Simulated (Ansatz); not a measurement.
C (diamond)

```
CELL_PARAMETERS angstrom
      0.00000     1.78578     1.78578
      1.78578     0.00000     1.78578
      1.78578     1.78578     0.00000
ATOMIC_POSITIONS crystal
  C  0.50000 0.50000 0.50000
  C  0.75000 0.75000 0.75000
```

Equation-of-state scan: isotropic scaling of the cell above, V₀ being its volume. Symmetry pins the atoms to their sites.

The numbers are results of PBE (plane waves to 420 eV, PAW, scalar-relativistic; Ansatz, a first-principles code), not measurements. k mesh 16×16×16 (Γ-centred), Fermi-Dirac smearing 0.05 eV. E stands for the smeared free energy. C was relaxed with its symmetry unable to fall. The zero of ΔE is the relaxed starting cell.

**Question.** What ΔE (meV/atom) does the calculation give at V/V₀ = 0.940, 0.976, 1.024, 1.036, 1.048?

**Answer.** 
| V/V₀ | ΔE (meV/atom) |
|---|---|
| 0.940 | 30.5 |
| 0.976 | 4.6 |
| 1.024 | 4.3 |
| 1.036 | 9.4 |
| 1.048 | 16.5 |

(A scan under strain: stresses follow from slopes of the energy per volume, elastic moduli from its curvatures.)
